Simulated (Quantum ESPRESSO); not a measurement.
# Si3AlC4: input and log of a self-consistent run

A calculation, not a measurement. The program is pw.x of Quantum ESPRESSO 7.5 (plane-wave density functional theory). The cell is made up: 8 atoms on a zincblende/diamond lattice, with randomly drawn elements, strain and displacements, not relaxed. PseudoDojo standard norm-conserving files (v0.5 for PBE, v0.4.1 for LDA and PBEsol) set the functional; there is no spin polarisation, spin-orbit coupling or dispersion term, and the masses in the input are unused placeholders. A spin-polarised start on this cell or one of its family kept no moment.

Input:

```
&control calculation='scf', pseudo_dir='./dojo.nc.sr.pbe.v0_5.standard.upf', outdir='./o', disk_io='medium', tprnfor=.true., tstress=.true. /
&system ibrav=0, nat=8, ntyp=3, nbnd=26, ecutwfc=82.02448710, nosym=.true., tot_charge=0,
 occupations='smearing', smearing='fd', degauss=0.0073498644
/
&electrons conv_thr=7.350e-09, electron_maxstep=60, /
ATOMIC_SPECIES
Al 1.0 Al.upf
C 1.0 C.upf
Si 1.0 Si.upf
CELL_PARAMETERS angstrom
4.4424 -0.0121 0.0514
-0.0121 4.579 -0.0442
0.0514 -0.0442 4.4535
ATOMIC_POSITIONS angstrom
Si 0.0053 -0.023 0.0158
Si 0.0184 2.2906 2.1887
Si 2.2576 -0.027 2.2819
Al 2.203 2.3284 -0.0199
C 1.1273 1.0702 1.0992
C 1.1051 3.3908 3.2847
C 3.3805 1.1058 3.3496
C 3.3539 3.4083 1.1298
K_POINTS automatic
6 6 6 1 1 1
```

The log is shortened where brackets say so; the opening notice, blank lines, dates and the lines on written files are dropped, and the path of the files is cut. It prints rydbergs, bohrs and kilobars, and counts compression as positive stress.

```
     Program PWSCF v.7.5
     Parallel version (MPI & OpenMP), running on       1 processor cores
     Number of MPI processes:                 1
     Threads/MPI process:                     1
     [start-up lines left out]
     bravais-lattice index     =            0
     lattice parameter (alat)  =       8.3955  a.u.
     unit-cell volume          =     611.2008 (a.u.)^3
     number of atoms/cell      =            8
     number of atomic types    =            3
     number of electrons       =        31.00
     number of Kohn-Sham states=           26
     kinetic-energy cutoff     =      82.0245  Ry
     charge density cutoff     =     328.0979  Ry
     scf convergence threshold =      7.3E-09
     mixing beta               =       0.7000
     number of iterations used =            8  plain     mixing
     Exchange-correlation= PBE
                           (   1   4   3   4   0   0   0)
     [axes and pseudopotential details left out]
   Cartesian axes
     site n.     atom                  positions (alat units)
         1        Si     tau(   1) = (   0.0011930  -0.0051770   0.0035564  )
         2        Si     tau(   2) = (   0.0041416   0.5155858   0.4926493  )
         3        Si     tau(   3) = (   0.5081579  -0.0060774   0.5136275  )
         4        Al     tau(   4) = (   0.4958681   0.5240941  -0.0044792  )
         5        C      tau(   5) = (   0.2537413   0.2408888   0.2474163  )
         6        C      tau(   6) = (   0.2487444   0.7632272   0.7393454  )
         7        C      tau(   7) = (   0.7609088   0.2489019   0.7539536  )
         8        C      tau(   8) = (   0.7549215   0.7671662   0.2543040  )
     number of k points=   108  Fermi-Dirac smearing, width (Ry)=  0.0073
     Number of k-points >= 100: set verbosity='high' to print them.
     Dense  grid:    61337 G-vectors     FFT dimensions: (  50,  50,  50)
     Estimated max dynamical RAM per process >      69.73 MB
     Initial potential from superposition of free atoms
     starting charge      30.9955, renormalised to      31.0000
     Starting wfcs are   32 randomized atomic wfcs
     total cpu time spent up to now is        9.1 secs
     per-process dynamical memory:    56.4 Mb
     Self-consistent Calculation
     iteration #  1     ecut=    82.02 Ry     beta= 0.70
     Davidson diagonalization with overlap
     ethr =  1.00E-02,  avg # of iterations =  3.9
     total cpu time spent up to now is       40.0 secs
     total energy              =     -77.61882785 Ry
     estimated scf accuracy    <       1.52131843 Ry
     iteration #  2     ecut=    82.02 Ry     beta= 0.70
     Davidson diagonalization with overlap
     ethr =  4.91E-03,  avg # of iterations =  2.0
     total cpu time spent up to now is       64.6 secs
     total energy              =     -78.06672696 Ry
     estimated scf accuracy    <       0.69724502 Ry
     iteration #  3     ecut=    82.02 Ry     beta= 0.70
     Davidson diagonalization with overlap
     ethr =  2.25E-03,  avg # of iterations =  2.0
     total cpu time spent up to now is       84.1 secs
     total energy              =     -78.17157781 Ry
     estimated scf accuracy    <       0.06030622 Ry
     iteration #  4     ecut=    82.02 Ry     beta= 0.70
     Davidson diagonalization with overlap
     ethr =  1.95E-04,  avg # of iterations =  4.6
     total cpu time spent up to now is      111.4 secs
     total energy              =     -78.18819528 Ry
     estimated scf accuracy    <       0.01272525 Ry
     iteration #  5     ecut=    82.02 Ry     beta= 0.70
     Davidson diagonalization with overlap
     c_bands:  1 eigenvalues not converged
     ethr =  4.10E-05,  avg # of iterations =  5.6
     total cpu time spent up to now is      139.8 secs
     total energy              =     -78.19059674 Ry
     estimated scf accuracy    <       0.00227066 Ry
     [iterations 6 to 7 left out]
     iteration #  8     ecut=    82.02 Ry     beta= 0.70
     Davidson diagonalization with overlap
     ethr =  3.36E-08,  avg # of iterations =  3.3
     total cpu time spent up to now is      232.3 secs
     total energy              =     -78.19080136 Ry
     estimated scf accuracy    <       0.00000439 Ry
     iteration #  9     ecut=    82.02 Ry     beta= 0.70
     Davidson diagonalization with overlap
     ethr =  1.42E-08,  avg # of iterations =  2.0
     total cpu time spent up to now is      257.9 secs
     total energy              =     -78.19080182 Ry
     estimated scf accuracy    <       0.00000125 Ry
     iteration # 10     ecut=    82.02 Ry     beta= 0.70
     Davidson diagonalization with overlap
     ethr =  4.04E-09,  avg # of iterations =  1.7
     total cpu time spent up to now is      283.7 secs
     total energy              =     -78.19080191 Ry
     estimated scf accuracy    <       0.00000015 Ry
     iteration # 11     ecut=    82.02 Ry     beta= 0.70
     Davidson diagonalization with overlap
     ethr =  4.81E-10,  avg # of iterations =  2.0
     total cpu time spent up to now is      316.6 secs
     total energy              =     -78.19080195 Ry
     estimated scf accuracy    <          9.5E-09 Ry
     iteration # 12     ecut=    82.02 Ry     beta= 0.70
     Davidson diagonalization with overlap
     ethr =  3.06E-11,  avg # of iterations =  3.8
     total cpu time spent up to now is      345.7 secs
     End of self-consistent calculation
     Number of k-points >= 100: set verbosity='high' to print the bands.
     the Fermi energy is     7.8216 ev
!    total energy              =     -78.19080195 Ry
     estimated scf accuracy    <          3.4E-09 Ry
     smearing contrib. (-TS)   =      -0.00736320 Ry
     internal energy E=F+TS    =     -78.18343875 Ry
     The total energy is F=E-TS. E is the sum of the following terms:
     one-electron contribution =      17.25568953 Ry
     hartree contribution      =       9.74258056 Ry
     xc contribution           =     -28.76630102 Ry
     ewald contribution        =     -76.41540782 Ry
     convergence has been achieved in  12 iterations
     Forces acting on atoms (cartesian axes, Ry/au):
     atom    1 type  3   force =    -0.01000263    0.01355772   -0.01609135
     atom    2 type  3   force =     0.00024305   -0.01370655   -0.00805938
     atom    3 type  3   force =    -0.00949994   -0.00019916   -0.02159791
     atom    4 type  1   force =    -0.00849727   -0.00808361    0.01018148
     atom    5 type  2   force =    -0.02143828   -0.01064754    0.04143564
     atom    6 type  2   force =    -0.00834577    0.03740002   -0.01626968
     atom    7 type  2   force =     0.03517531   -0.05021368   -0.01855911
     atom    8 type  2   force =     0.02236553    0.03189279    0.02896032
     Total force =     0.109890     Total SCF correction =     0.000043
     Computing stress (Cartesian axis) and pressure
          total   stress  (Ry/bohr**3)                   (kbar)     P=      -58.81
  -0.00031528   0.00010839  -0.00009506          -46.38       15.94      -13.98
   0.00010839  -0.00053660   0.00025565           15.94      -78.94       37.61
  -0.00009506   0.00025565  -0.00034745          -13.98       37.61      -51.11
     init_run     :      8.76s CPU      9.01s WALL (       1 calls)
     electrons    :    308.23s CPU    336.65s WALL (       1 calls)
     forces       :      4.72s CPU      4.81s WALL (       1 calls)
     stress       :     21.24s CPU     21.43s WALL (       1 calls)
     [timing details left out]
     PWSCF        :   5m43.19s CPU   6m12.39s WALL
     JOB DONE.
```

In other units: free energy -1063.840 eV for the cell, pressure -5.88 GPa, largest force component 1.291 eV/Å. A rerun of this cell at 1347 eV and a 8 x 8 x 8 mesh moved values by no more than 0.005 eV in energy, 0.09 GPa in stress and 0.016 eV/Å in force.